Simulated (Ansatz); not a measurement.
Pt (fcc, Cu type)

```yaml
crystal:
  lattice:
    - [0.00000, 1.97014, 1.97014]
    - [1.97014, 0.00000, 1.97014]
    - [1.97014, 1.97014, 0.00000]
  atoms:
    - { symbol: Pt, position: [0.00000, 0.00000, 0.00000] }
```

Equation-of-state scan: isotropic scaling of the cell above, V₀ being its volume. Symmetry pins the atoms to their sites.

These are r2SCAN (plane waves to 500 eV, PAW, scalar-relativistic; Ansatz, an electronic-structure program) values and carry that method's errors. k mesh 21×21×21 (Γ-centred), Fermi-Dirac smearing 0.05 eV. E stands for the smeared free energy. Compression counts positive. Pt is run without spin polarisation. Pt was relaxed with its symmetry unable to fall. Spin-orbit coupling is left out, though Pt is heavy. ΔE is measured from the relaxed starting cell. The last digit holds for this mesh only.

```json
[
 {"V (Å³/atom)": "13.765", "ΔE (meV/atom)": "162.1"},
 {"V (Å³/atom)": "14.019", "ΔE (meV/atom)": "108.2"},
 {"V (Å³/atom)": "14.274", "ΔE (meV/atom)": "66.6"},
 {"V (Å³/atom)": "14.529", "ΔE (meV/atom)": "withheld"},
 {"V (Å³/atom)": "14.784", "ΔE (meV/atom)": "15.4"},
 {"V (Å³/atom)": "15.039", "ΔE (meV/atom)": "3.7"},
 {"V (Å³/atom)": "15.294", "ΔE (meV/atom)": "0.0"},
 {"V (Å³/atom)": "15.549", "ΔE (meV/atom)": "3.5"},
 {"V (Å³/atom)": "15.804", "ΔE (meV/atom)": "13.5"},
 {"V (Å³/atom)": "16.059", "ΔE (meV/atom)": "29.2"},
 {"V (Å³/atom)": "16.314", "ΔE (meV/atom)": "50.2"},
 {"V (Å³/atom)": "16.568", "ΔE (meV/atom)": "75.7"},
 {"V (Å³/atom)": "16.823", "ΔE (meV/atom)": "105.4"}
]
```

Question: Fit a third-order Birch-Murnaghan form (E₀, V₀, B₀, B₀′ free) to the given rows and predict ΔE at V = 14.529.

Answer: Least squares on the 12 given rows: ΔE = E₀ + (9V₀B₀/16)·y²·[2 + (B₀′ − 4)y], y = (V₀/V)^(2/3) − 1, with V₀ = 15.292 Å³/atom, B₀ = 271.1 GPa (160.2 GPa = 1 eV/Å³; the term in eV is multiplied by 1000), B₀′ = 5.50, E₀ = 0.00 meV/atom; root-mean-square residual 0.04 meV/atom. At 14.529 the fit gives 36.0 meV/atom; the calculation gives 36.1 meV/atom, so the interpolation is off by -0.1 (-0.3 %). For the pressure the fit gives 16.0 GPa against the computed 16.0 GPa.

(Under strain, the slope of the energy per volume gives the stress and its curvature an elastic modulus.)
